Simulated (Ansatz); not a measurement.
**LiW₃N₃: stable or not**

The structure comes from a generated guess, relaxed at this level; another structure or a mixture of phases may lie lower.

All numbers below come from Ansatz 0.2.0, DFT PBE, scalar-relativistic, plane waves, PAW. Cutoff 420 eV, Γ-centred 10×10×10 mesh (7-atom cell), Gaussian smearing of 0.10 eV, no spin polarisation.

```cif
data_structure
_symmetry_space_group_name_H-M 'Pm-3m'
_symmetry_Int_Tables_number 221
_cell_length_a 4.1728
_cell_length_b 4.1728
_cell_length_c 4.1728
_cell_angle_alpha 90.000
_cell_angle_beta 90.000
_cell_angle_gamma 90.000
_cell_volume 72.66
loop_
_atom_site_label
_atom_site_type_symbol
_atom_site_symmetry_multiplicity
_atom_site_Wyckoff_symbol
_atom_site_fract_x
_atom_site_fract_y
_atom_site_fract_z
_atom_site_occupancy
Li1 Li 1 a 0.00000 0.00000 0.00000 1
W1 W 3 c 0.00000 0.50000 0.50000 1
N1 N 3 d 0.50000 0.00000 0.00000 1
```

The zero of energy is the elements' standard structures at the same level (N₂ as a molecule); no fitted shifts are applied.

Question: These tests were run: energy against the elements; random kick, then relaxation without symmetry; elastic tensor. What do they show?

Answer:

```tsv
test	result
energy against the elements	−0.54 eV/atom
random kick, then relaxation without symmetry	returns
elastic tensor	least eigenvalue 163 GPa
```

It fails none of these tests. Other phases of the system weren't compared here, so this isn't yet thermodynamic stability. Phonons away from Γ weren't computed.

Spin–orbit coupling, which can matter for W, is left out. The cell is a metal run without spin; a magnetic state may lie lower. The kick test ran on a coarse mesh. The run for the elastic tensor used a 10×10×10 k mesh and Fermi–Dirac smearing of 0.15 eV.
